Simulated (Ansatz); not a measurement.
Mg2C (antifluorite), relaxed with r2SCAN in Ansatz: it is cubic, Fm-3m (No. 225); a = 5.422 Å in the conventional setting, 13.28 Å³ an atom. C has 8 Mg at 2.35 Å; Mg has 4 C at 2.35 Å. The primitive cell holds 3 atoms in 39.85 Å³. Note: simulated data, non-magnetic, for a generated structure that need not be the stable one.

Computed values: PBE gives a gap of 0.74 eV and PBE0 (25 % exact exchange) 2.05 eV; one over PBE's mean ε∞ is 0.113. r2SCAN gives 1.11 eV and r2SCAN0 (25 %) 2.30 eV. HSE06 (6×6×6) gives a least gap of 1.40 eV and a least direct gap of 2.31 eV. r2SCAN's ε∞ is 7.76.

Q: Taking the gap as linear in the share of unscreened exchange, estimate the gap of the hybrid whose share is 1/ε∞.

A: The slope is (2.05 − 0.74)/0.25 = 5.24 eV per unit share, so E_g ≈ 0.74 + 5.24 × 0.113 = 1.33 eV. The run with that share gives 1.32 eV (6×6×6 mesh), -0.01 eV from the straight line.

Q: Interpolate to r2SCANh, with 10 % exact exchange.

A: 1.11 + (2.30 − 1.11) × 0.10/0.25 = 1.59 eV; the run gives 1.58 eV (-0.01 eV against the interpolation).

Q: At what wavelength does absorption set in by HSE06, excitons left aside?

A: λ = 1239.84 eV nm/E: 886 nm for the least gap, where it needs phonons and is weak, and 537 nm for direct transitions. The direct edge lies in the visible range.

Q: What refractive index and reflectivity at normal incidence follow, below the gap and above the phonons?

A: n = √7.76 = 2.786; R = ((n − 1)/(n + 1))² = (1.786/3.786)² = 22.2 % a face.

The meshes of the hybrids are coarse, so their gaps aren't converged to the digits shown.
